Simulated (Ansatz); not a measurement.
## Stiffness of SnTe from strained cells

```xyz
2
Lattice="0.0000 3.1565 3.1565 3.1565 0.0000 3.1565 3.1565 3.1565 0.0000" Properties=species:S:1:pos:R:3 pbc="T T T"
Sn    0.0000    0.0000    0.0000
Te    3.1565    3.1565    3.1565
```

Atoms are numbered in the order listed.

The cell is COD entry 9008726, as deposited and not checked against the literature; nothing was relaxed.

Spin–orbit coupling is left out, though it moves levels of the heavy atoms by tenths of an eV or more.

All numbers below come from DFT, LDA, all-electron LAPW, scalar-relativistic in Ansatz 0.2.0.

Settings: a Γ-centred 11×11×11 k mesh, Fermi–Dirac smearing of 0.08 eV, basis error target 0.25 meV/atom, no spin polarisation.

The unstrained cell is at -1.71 GPa. Large strains and very small stresses are left out. Each strain is applied once, with fractional coordinates held (clamped ions), and σ below is the change of stress, positive in tension. One finite strain gives stress–strain coefficients at this pressure with an error of the order of the strain times third-order constants, a few per cent for each per cent of strain.

Question: With equal xy, yz and zx engineering shear strains of +1 %, the run gives σxy = 0.17 GPa and γxy = 2εxy = 0.0100. Which stiffness follows?

Answer: C44 (clamped ions) = σxy/γxy = 17 GPa.

Question: Estimate the stiffness probed by this change, and the stress that it gives: equal xy, yz and zx engineering shear strains of -1 %.

Answer: σxy = -0.17 GPa and γxy = 2εxy = -0.0100, so C44 (clamped ions) = σxy/γxy = 17 GPa.
